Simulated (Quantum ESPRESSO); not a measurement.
```yaml
crystal:
  lattice:
    - [0.00000, 3.45595, 3.45595]
    - [3.45595, 0.00000, 3.45595]
    - [3.45595, 3.45595, 0.00000]
  atoms:
    - { symbol: Rb, position: [0.00000, 0.00000, 0.00000] }
    - { symbol: Br, position: [0.50000, 0.50000, 0.50000] }
```
Geometry: a computed entry of the Materials Project; it was not checked against measured cells. It is RbBr in Fm-3m; whether this form has been observed was not checked. Stability against distortions was not tested.

With PBE (σ by GIPAW in a modified build of Quantum ESPRESSO; JTH PAW datasets, 20 Ha):

| quantity | PBE |
|---|---|
| σ_iso Rb (ppm) | 3014.2 |
| σ_iso Br (ppm) | 2613.9 |

Shieldings are absolute and leave out the bulk-susceptibility term; a larger σ means a smaller chemical shift. By our sweeps, such settings leave a few ppm in absolute σ on light atoms and up to some 20 ppm from Zn on. No spin–orbit coupling; Rb is the heaviest element present. The datasets of Br hold no d projectors, which limits absolute σ on these atoms.

**Question.** What does the LDA, on its own JTH datasets and the same geometry, give?

**Answer.** 
```json
[
 {"quantity": "σ_iso Rb (ppm)", "LDA": "2960.3", "LDA − PBE": "-53.9"},
 {"quantity": "σ_iso Br (ppm)", "LDA": "2526.5", "LDA − PBE": "-87.4"}
]
```
